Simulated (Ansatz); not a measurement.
A geometry of HfSiO$_{4}$ away from equilibrium: step 15 of the relaxation of a generated trial cell of HfSiO4 in the AFLOW prototype AB4C_tI12_82_c_g_a (H0_7, as in BPO4). Calculation: PBE (plane waves to 420 eV, PAW, scalar-relativistic; Ansatz, a first-principles code). Γ-centred k-mesh 8×8×8 on the run's cell (coarser than for final values), Fermi–Dirac smearing 0.05 eV.

```
HfSiO4
1.0
   -2.64021     2.64021     4.09361
    2.64021    -2.64021     4.09361
    2.64021     2.64021    -4.09361
Hf O Si
1 4 1
Direct
  0.75000   0.25000   0.50000
  0.33719   0.23372   0.34241
  0.89131   0.99479   0.65759
  0.00521   0.66281   0.89652
  0.76628   0.10869   0.10348
  0.00000   0.00000   0.00000
```

Problem. Which atoms carry the largest force, and which way does it point?

Solution. 0.01 eV/Å, on O2, O3, O4, O5 (atoms numbered as listed); on O2 its components are (0.00, -0.01, 0.00).

Problem. What is the pressure?

Solution. +2.6 GPa, compression positive.

Problem. How much energy per atom can still be gained by relaxing?

Solution. 0.04 eV/atom; the path ends in F-43m (No. 216).

No spin polarisation in the result.

The run could not lose the symmetry of its start, so the end can be a saddle point.

The end of the path is a generated cell of HfSiO4: the first start was made by placing the elements on the sites of a structure type, and the end was not matched to a known phase here, so it may be hypothetical.
